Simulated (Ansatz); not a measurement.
B in space group I4_132 (No. 214; B on 8a), a = b = c = 4.6326 Å, α = β = γ = 90.00°; the cell used has 4 atoms.

Relaxed with PBEsol.

Decompose the optical modes at the zone centre into irreducible representations, and say which are infrared and Raman allowed.

Point group 432: Γ_opt = A2 + E + T1 + T2. Infrared: T1. Raman: E, T2.

Assign frequencies (DFPT, the program Ansatz at the PBEsol level (PAW)).

A2 386, T1 452, T2 944, E 1067 cm⁻¹.

The start of the workflow was typed in or built on a structure type; neither database checked (COD, Materials Project) lists it. It is not the phase usual at ambient conditions (space group No. 166). Symmetry was held in the PBEsol relaxation; phonons show weakly imaginary modes.

Potentials: the earlier of the program's two PAW sets. The files were generated under PBE; for other functionals the program regenerates the frozen cores, and for LDA and PBEsol the local potential too.
